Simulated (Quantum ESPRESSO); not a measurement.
# Moving one atom in Ga3AlAs3Si

These are calculations, not measurements. They come from pw.x of Quantum ESPRESSO 7.5, a plane-wave density functional program, with PseudoDojo standard norm-conserving files (v0.5 for PBE, v0.4.1 for LDA and PBEsol). The cells are made up: elements, strain and atom displacements were drawn at random, and nothing was relaxed. There is no spin polarisation, spin-orbit coupling or dispersion term.

The cell has 8 sites of a zincblende or diamond lattice. Sites 1 to 4 hold Ga Al Ga Ga; sites 5 to 8 hold As Si As As. Cell vectors in Å: (5.909, -0.040, 0.006); (-0.040, 6.018, -0.074); (0.006, -0.074, 5.862). Settings: PBE, cutoff 1143 eV, 6 x 6 x 6 k mesh shifted by half a step, Fermi-Dirac smearing of 0.1 eV.

Each run shifts the Ga atom on site 1 along z and leaves all else fixed. Site 6 is one of its nearest neighbours. E is the free energy of the cell above the lowest run shown.

| run | shift (Å) | Fz on site 1 (eV/Å) | Fz on site 6 (eV/Å) | P (GPa) | E (meV) |
| --- | --- | --- | --- | --- | --- |
| 1 | -0.1622 | 0.118 | 0.190 | -4.35 | 0.0 |
| 2 | -0.0669 | -0.451 | 0.321 | -4.31 | 15.7 |
| 4 | 0.0416 | -1.100 | 0.439 | -4.13 | 99.8 |
| 5 | 0.0689 | -1.262 | 0.463 | -4.06 | 132.1 |
| 6 | 0.0864 | -1.365 | 0.477 | -4.02 | 155.1 |
| 7 | 0.1510 | -1.739 | 0.523 | -3.82 | 255.3 |
| 3 | -0.0276 | ? | ? | ? | ? |

A rerun of one of these cells at 1437 eV and k mesh 8 x 8 x 8 moved values by no more than 0.002 eV in the cell's energy, 0.02 GPa in stress and 0.004 eV/Å in force.

## Worked fit

A parabola through the six runs shown gives Fz on site 1 = -0.853 - 5.94 u + 0.4 u² eV/Å, with u in Å and a scatter of 0.003 eV/Å. Minus the slope, 5.94 ± 0.05 eV/Å², is this atom's force constant along z at u = 0, with its periodic images moving too. The fitted force vanishes at u = -0.142 Å, where the energy should be lowest along this line. The error is the larger of the fit's own and the change that a cubic makes, rounded up.

## Withheld run

Question: what Fz on site 1 should run 3 give?

The fit gives -0.689 eV/Å. The calculation gave -0.687 eV/Å.

```
run  shift (Å)  Fz on site 1 (eV/Å)  Fz on site 6 (eV/Å)  P (GPa)  E (meV)
  3    -0.0276               -0.687                0.368    -4.26     38.0
```